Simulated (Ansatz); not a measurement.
Relaxation of a relaxed La2O3 cell with every coordinate shifted by Gaussian noise of σ = 0.3 Å; 5 atoms in the cell, which starts as P1 (No. 1), aP5; a = b = 3.9352 Å, c = 6.1257 Å, α = β = 90.00°, γ = 120.00°. All values below come from r2SCAN (plane waves to 500 eV, PAW, scalar-relativistic; Ansatz, an electronic-structure program). Γ-centred k-mesh 7×7×4 on the run's cell (coarser than for final values), Fermi–Dirac smearing 0.05 eV. This is the first round of the run. 

The optimiser's lines from the output (shortened; P is positive under compression):

```
relax step   1: F+E_penalty+E_count = -14242.91896535 eV  Δ(F+E_penalty+E_count) = +0.000e0 eV  max|allowed force component| = 4.389e0 eV/Å  Δτ_max = 0.0000 Å  P = +10.129 GPa  Ω = 82.151 Å³  (10 SCF iters, dr2 threshold 1.00e-7 eV, accepted)
relax step   2: F+E_penalty+E_count = -14245.04977670 eV  Δ(F+E_penalty+E_count) = -2.131e0 eV  max|allowed force component| = 1.951e0 eV/Å  Δτ_max = 0.1949 Å  P = +3.446 GPa  Ω = 84.148 Å³  (8 SCF iters, dr2 threshold 5.00e-7 eV, accepted)
relax step   3: F+E_penalty+E_count = -14245.71980508 eV  Δ(F+E_penalty+E_count) = -6.700e-1 eV  max|allowed force component| = 1.044e0 eV/Å  Δτ_max = 0.1993 Å  P = +2.170 GPa  Ω = 83.973 Å³  (8 SCF iters, dr2 threshold 5.00e-7 eV, accepted)
relax step   4: F+E_penalty+E_count = -14246.00331635 eV  Δ(F+E_penalty+E_count) = -2.835e-1 eV  max|allowed force component| = 5.831e-1 eV/Å  Δτ_max = 0.2000 Å  P = +0.365 GPa  Ω = 82.976 Å³  (8 SCF iters, dr2 threshold 5.00e-7 eV, accepted)
relax step   5: F+E_penalty+E_count = -14246.10765239 eV  Δ(F+E_penalty+E_count) = -1.043e-1 eV  max|allowed force component| = 3.875e-2 eV/Å  Δτ_max = 0.2000 Å  P = +0.213 GPa  Ω = 82.055 Å³  (8 SCF iters, dr2 threshold 5.00e-7 eV, accepted)
relax step   6: F+E_penalty+E_count = -14246.10857959 eV  Δ(F+E_penalty+E_count) = -9.272e-4 eV  max|allowed force component| = 5.651e-3 eV/Å  Δτ_max = 0.0142 Å  P = -0.045 GPa  Ω = 82.185 Å³  (6 SCF iters, dr2 threshold 2.60e-7 eV, accepted)
relax step   7: F+E_penalty+E_count = -14246.10862103 eV  Δ(F+E_penalty+E_count) = -4.144e-5 eV  max|allowed force component| = 3.712e-4 eV/Å  Δτ_max = 0.0021 Å  P = +0.002 GPa  Ω = 82.154 Å³  (6 SCF iters, dr2 threshold 1.82e-8 eV, accepted)
relax step   8: F+E_penalty+E_count = -14246.10862045 eV  Δ(F+E_penalty+E_count) = +5.816e-7 eV  max|allowed force component| = 3.737e-4 eV/Å  Δτ_max = 0.0000 Å  P = -0.003 GPa  Ω = 82.154 Å³  stress off target by 4.44e-3 GPa  SCF on the basis re-selected at this cell (its energy is not comparable with the rows above)  (5 SCF iters)
```

From the first to the last row the energy changes by -0.64 eV/atom and the volume by 0.0 %. The last row is marked as not comparable with the walk above it, whose basis was carried along; it does compare with step 1, since both stand on a basis selected at the nominal cutoff for their own cell.

Later rounds, restarted from the end of this one on a renewed k-mesh, logged 2 more steps and released under 1 meV/atom more. The final structure after all rounds: P-3m1 (No. 164), hP5; a = 3.9353 Å, b = 3.9353 Å, c = 6.1257 Å, α = 90.00°, β = 90.00°, γ = 120.00°. Between re-selections the logged energies stand on a plane-wave basis carried along with the cell. No spin polarisation in the result.
